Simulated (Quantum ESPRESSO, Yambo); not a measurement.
LiNO$_{3}$ (space group R-3c, No. 167): one geometry, one set of PBEsol (pw.x of Quantum ESPRESSO, ONCV potentials, without SOC) orbitals, self-energies from Yambo (4×4×4 Γ-centred k mesh, bands 3 to 109 and a 6 Ry block in the screening, 109 bands in G with the Bruneval-Gonze terminator, plasmon pole fitted at 27.2 eV).

```tsv
level	gap F → (0.25, 0.25, 0.25) (eV)	direct gap at F (eV)
PBEsol (Quantum ESPRESSO)	3.05	3.40
exchange only (Hartree-Fock self-energy on PBEsol orbitals)	…	…
static COHSEX@PBEsol	8.13	8.61
G0W0@PBEsol, plasmon pole	…	…
```

Question: Fill in the missing entries.

Answer: 
- exchange only (Hartree-Fock self-energy on PBEsol orbitals), gap F → (0.25, 0.25, 0.25) (eV): 14.73
- exchange only (Hartree-Fock self-energy on PBEsol orbitals), direct gap at F (eV): 15.11
- G0W0@PBEsol, plasmon pole, gap F → (0.25, 0.25, 0.25) (eV): 7.04
- G0W0@PBEsol, plasmon pole, direct gap at F (eV): 7.47

Bare exchange has no screening and gives the widest gap; static COHSEX screens it but leaves out the frequency dependence, which G0W0 restores. All rows use the PBEsol edge points; in the exchange only run other k points give a smaller gap, 14.67 eV.

Nearest settings tried, and what they do to the gap: 59 bands in W: +140 meV; 5 Ry block (127 vectors against 163): +43 meV. Not varied: bands in G, mesh. So the settings aren't converged at that level.

Geometry of the Materials Project entry, not relaxed at this level; primitive cell a = b = c = 5.628 Å, α = β = γ = 48.85°.

The structure is a Materials Project entry; no match was found in the copy of COD used, and its stability was not checked.
